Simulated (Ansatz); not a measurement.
An Ansatz (a program for electronic structure) run. Input:

Ansatz 0.2 input:
```yaml
crystal:
  lattice:
    - [4.0850552667, 0.0, 0.0]
    - [0.0, 4.0850552667, 0.0]
    - [0.0, 0.0, 4.0850552667]
  atoms:
    - { symbol: Ga, position: [0.0, 0.0, 0.0] }
    - { symbol: Pd, position: [0.0, 0.5, 0.5] }
    - { symbol: Pd, position: [0.5, 0.0, 0.5] }
    - { symbol: Pd, position: [0.5, 0.5, 0.0] }
    - { symbol: N, position: [0.5, 0.5, 0.5] }
kpoints:
  mp_grid: { grid: [18, 18, 18] }
hamiltonian:
  xc: pbesol
  pseudopotentials: { azcp: { folder: ./paw }, kind: paw }
scf:
  occupations: { method: fermi_dirac, width: 0.1 }
elastic: { mode: relaxed_ion, stencil: two_point, amplitude: 0.005, f_tol: 0.0005 }
```

Output (shortened):

```
Pseudopotential: Ga, paw, valence charge 13
Pseudopotential: Pd, paw, valence charge 18
Pseudopotential: N, paw, valence charge 5
Functional definition: PBEsol
Crystal: 5 atoms, lattice volume = 68.170 Å³
Basis set: ecut = 420 eV, 1357 PW (Γ), exchange–correlation on 60×60×60 points (8 copies of the dense FFT grid, shifted against one another)
Bands: 44, of which v1, the nominal top of the filled ones, is band 36 counted from 1 (35 counted from 0)
Symmetry: 48 space group operations
Space group: Pm-3m (ITA 221), of the structure as read, at distance tolerance 4.1e-5 Å
k-points: 220 of 5832
SCF 1 converged in 15 iterations: F = -24841.522136 eV  dr2 = 8.40e-15
Crystal: 5 atoms, lattice volume = 67.829 Å³
Symmetry: 16 space group operations
k-points: 550 of 5832
SCF 2 converged in 12 iterations: F = -24841.520218 eV  dr2 = 2.47e-14
Crystal: 5 atoms, lattice volume = 68.511 Å³
SCF 3 converged in 9 iterations: F = -24841.521054 eV  dr2 = 2.57e-14
Crystal: 5 atoms, lattice volume = 68.170 Å³
Symmetry: 8 space group operations
k-points: 910 of 5832
SCF 4 converged in 10 iterations: F = -24841.522041 eV  dr2 = 7.78e-15
Crystal: 5 atoms, lattice volume = 68.170 Å³
SCF 5 converged in 8 iterations: F = -24841.522041 eV  dr2 = 8.06e-14
SCF converged after 15 iterations
Free energy (F): -24841.522136 eV
Harris-Foulkes:  -24841.522136 eV  (|F-HF|=0.00e0)
Internal energy: -24841.436525 eV  (E = F + TS)
E sigma→0 (E₀):  -24841.479331 eV
Entropy (-TS):   -0.085611 eV (-17.122 meV/atom)
Fermi energy:    17.108422 eV
--- Per-component energies (eV) ---
  E_band       = -512.856835
  E_kinetic    = 1584.550139
  E_local      = -7406.962393  (includes V_loc(G=0)·N_el)
  E_nonlocal   = 1064.443028
  E_hartree    = 3303.068891
  E_xc         = -533.591488
  E_vxc        = -653.822888  (∫ρ·V_xc dr)
  E_paw        = -13311.581838  (= ΣΔE_a)
  E_vpaw       = -1707.203889  (= ΣTr[D̂ρ^β])
  E_aug_tail   = 0.001390  (compensation charges beyond the density's cutoff)
  E_ewald      = -9543.162908
  E_core_change = 1.798654  (= ΣΔE_core)
  E_smearing   = -0.085611  (= −TS)
  E_closure    =  0.000000  (closes the sum)
  Σ components = -24841.522136   (vs F -24841.522136, Δ=0.00e0)
--- Forces (eV/Å), atoms counted from 1 ---
  atom   1  Ga     0.00000000     0.00000000     0.00000000
  atom   2  Pd     0.00000000     0.00000000     0.00000000
  atom   3  Pd     0.00000000     0.00000000     0.00000000
  atom   4  Pd     0.00000000     0.00000000     0.00000000
  atom   5  N      0.00000000     0.00000000     0.00000000
  max |Σ_I F_I| component: 0.0 eV/Å
--- Stress (GPa, compression-positive) ---
        0.185391       0.000000       0.000000
        0.000000       0.185391       0.000000
        0.000000       0.000000       0.185391
  P = ⅓ Tr σ = 0.1854 GPa (1.854 kbar)
--- Band table (eV; the first three rows and the last of 220) ---
  k-point 0: bands = ["-67.7387", "-67.7086", "-67.7086", "-33.8344", "-33.8344", "-33.8344", "-33.3337", "-33.3337", "-33.3337", "-33.3247", "-33.3247", "-33.3247", "-0.1368", "1.8230", "1.8230", "1.8296", "1.8296", "1.8296", "8.1371", "11.9375", "11.9375", …
  k-point 1: bands = ["-67.7385", "-67.7088", "-67.7086", "-33.8342", "-33.8342", "-33.8340", "-33.3343", "-33.3338", "-33.3338", "-33.3249", "-33.3249", "-33.3248", "-0.1213", "1.8233", "1.8238", "1.8297", "1.8298", "1.8298", "8.1607", "11.8896", "11.8896", …
  k-point 2: bands = ["-67.7379", "-67.7094", "-67.7086", "-33.8335", "-33.8335", "-33.8329", "-33.3358", "-33.3340", "-33.3340", "-33.3254", "-33.3254", "-33.3249", "-0.0764", "1.8240", "1.8261", "1.8299", "1.8304", "1.8304", "8.2303", "11.7816", "11.7816", …
  k-point 219: bands = ["-67.7185", "-67.7185", "-67.7185", "-33.9918", "-33.7349", "-33.7349", "-33.4104", "-33.4104", "-33.4104", "-33.2664", "-33.2664", "-33.2664", "1.7211", "1.8183", "1.8183", "1.8183", "1.8604", "1.8604", "8.4166", "8.4166", "8.4166", …
--- Elastic constants: 2 strain directions × 2 members + reference (group order 48) ---
  dense FFT box of the reference and of every strained cell: 30×30×30
  strains applied: 11, 23; error gains: componentwise 1.00 (the most a stress slope's error grows in a printed constant), spectral 1.73 (1 for all six strains …
  C = ∂σ_k/∂η_j (tension-positive GPa; Voigt order 11 22 33 23 13 12):
       282.975    135.716    135.716      0.000      0.000      0.000
       135.716    282.975    135.716      0.000      0.000      0.000
       135.716    135.716    282.975      0.000      0.000      0.000
         0.000      0.000      0.000     18.133      0.000      0.000
         0.000      0.000      0.000      0.000     18.133      0.000
         0.000      0.000      0.000      0.000      0.000     18.133
  reference stress σ⁰ (GPa):     -0.185     -0.185     -0.185      0.000      0.000      0.000
  moduli (Voigt/Reuss/Hill, GPa): K = 184.80/184.80/184.80   G = 40.33/25.96/33.15   E = 93.83   ν = 0.415
  mechanically stable: yes (min eigenvalue of sym C = 18.13 GPa)
  strain η (Voigt 11):  stress-route row diagonal C_11 = 282.98 GPa, energy-path curvature d²(F+E_count+ΔE)/dδ²/Ω₀ = 282.94 GPa
         δ    σ_11 (GPa)             F (eV)   n_scf  n_hpsi   n_pw
    -5.000e-3      -1.6388      -24841.5202182      12  513034   1357   relax 0 steps, max|allowed force component| 0.0 eV/Å
     5.000e-3       1.1909      -24841.5210545       9  401183   1360   relax 0 steps, max|allowed force component| 0.0 eV/Å
  strain η (Voigt 23):  stress-route row diagonal C_44 = 18.13 GPa, energy-path curvature d²(F+E_count+ΔE)/dδ²/Ω₀ = 18.24 GPa
         δ    σ_23 (GPa)             F (eV)   n_scf  n_hpsi   n_pw
    -5.000e-3      -0.0907      -24841.5220407      10  729513   1357   relax 0 steps, max|allowed force component| 0.0 eV/Å
     5.000e-3       0.0907      -24841.5220407       8  623141   1357   relax 0 steps, max|allowed force component| 0.0 eV/Å
```

Cost: very roughly 7 core-minutes on shared cores.

The start of the workflow was typed in or built on a structure type; neither database checked (COD, Materials Project) lists it. Its standing as an ambient phase is unchecked. The PBEsol relaxation kept the symmetry of its start. At this level the phase is dynamically unstable (imaginary phonons). The run is not spin-polarised. As this level gives no gap, shear constants depend on the k-mesh and smearing (Fermi–Dirac, 0.1 eV here). Scalar-relativistic: spin–orbit coupling is off unless named, which matters more the heavier the elements.

Potentials: the earlier of the program's two PAW sets. The files were generated under PBE; for other functionals the program regenerates the frozen cores, and for LDA and PBEsol the local potential too.

Ansatz is a plane-wave DFT program.
